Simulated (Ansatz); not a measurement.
Mn (diamond, Fd-3m) at seven volumes, the program Ansatz at the r²SCAN level (PAW), scaled uniformly. One row is withheld.

```csv
V (Å³/atom),P (GPa)
19.287,2.97
19.922,?
20.558,0.82
21.194,-0.01
21.830,-0.71
22.466,-1.31
23.102,-1.82
```

### Question
Fit the shown pressures and predict the withheld one.

### Answer
P = (3/2)B₀(x^(7/2) − x^(5/2))[1 + (3/4)(B′ − 4)(x − 1)] with x = (V₀/V)^(2/3). Least squares on the six rows gives V₀ = 21.186 Å³/atom, B₀ = 25.5 GPa, B′ = 4.53. At V = 19.922, x = 1.0419 and P = 1.80 GPa. The run itself gave 1.80 GPa.

The start of the workflow was typed in or built on a structure type; neither database checked (COD, Materials Project) lists it. It is not the phase usual at ambient conditions (space group No. 217). The r²SCAN relaxation kept the symmetry of its start, as lowered by the spin order; its stability against distortions is not shown here. Spin order of the final state: antiferromagnetic, chosen from 4 collinear starts compared on coarse meshes (ties went to the first, and starts can fall back to one state), not a proven ground state. Other orbital occupations within this spin state were not tried.

Potentials: the later of the program's two PAW sets.
